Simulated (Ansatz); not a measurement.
S (α-S8), relaxed with LDA (Ansatz, a first-principles code, plane waves, PAW): a = 9.9673 Å, b = 12.2578 Å, c = 23.5487 Å, α = β = γ = 90.00°.

- gap (eV) = 1.60

Question: The same phase is relaxed and computed with PBEsol in the same code. What are the cell and these values now?

Answer: a = 10.6142 Å, b = 12.9622 Å, c = 24.2974 Å, α = β = γ = 90.00°.

- gap (eV): 1.99

Weakly bound layers, chains or molecules computed without a dispersion correction, so cells and soft constants are ill determined: S, α-S8 with LDA; S, α-S8 with PBEsol. All cells were relaxed under the symmetry of their starts (and spin orders); stability against distortions was not tested throughout.

Potentials: the later of the program's two PAW sets.

Ansatz is a plane-wave DFT program.
